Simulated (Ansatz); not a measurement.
# What DFT gives for LaCo$_{2}$Cu$_{2}$

```
La Co Cu
1.0
     0.00000    3.81364    0.00000
     3.81364    0.00000    0.00000
     1.90682    1.90682   -5.38701
La Co Cu
1 2 2
Direct
  0.00000 0.00000 0.00000
  0.75000 0.25000 0.50000
  0.25000 0.75000 0.50000
  0.37500 0.37500 0.25000
  0.62500 0.62500 0.75000
```

Level: r2SCAN, no spin polarisation; 500 eV; 9×9×9 Γ-centred mesh; fermi-dirac occupations (width 0.1 eV); Ansatz 0.2.0, fixed geometry.

(1) What do density and ELF say about some of the short contacts?

(2) What happens at the Fermi level?

(3) What is the formation energy?

(4) Where is the largest force?

Origin: a known structure type with other elements, at an estimated volume, so it need not be a known compound. Caveats: no spin polarisation, so a magnetic state may lie lower; f levels without a U or exact exchange are poorly placed.

Results:

(1) Co–Cu at 2.33 Å: least valence density 0.41 e/Å³ and ELF 0.23 there. Cu–Cu at 2.69 Å: least valence density 0.26 e/Å³ and ELF 0.36 there. Co–Co at 2.70 Å: least valence density 0.27 e/Å³ and ELF 0.34 there. Both are smooth PAW fields, read partly inside the augmentation spheres.

(2) It is a metal, with about 9.1 states/eV a cell as the mean within 0.25 eV of the Fermi level, mostly Co d (77 %).

(3) 0.38 eV an atom against the elements' usual phases (free molecules for gases, crystals otherwise, with no correction for O₂ or N₂), so at this geometry it isn't bound against them. Relaxing would lower it.

(4) The largest is on Cu5 (and as large on other atoms): 0.76 eV/Å, components (0.00, 0.00, -0.76). It makes 125° with the line to a nearest neighbour, Co2 at 2.33 Å.
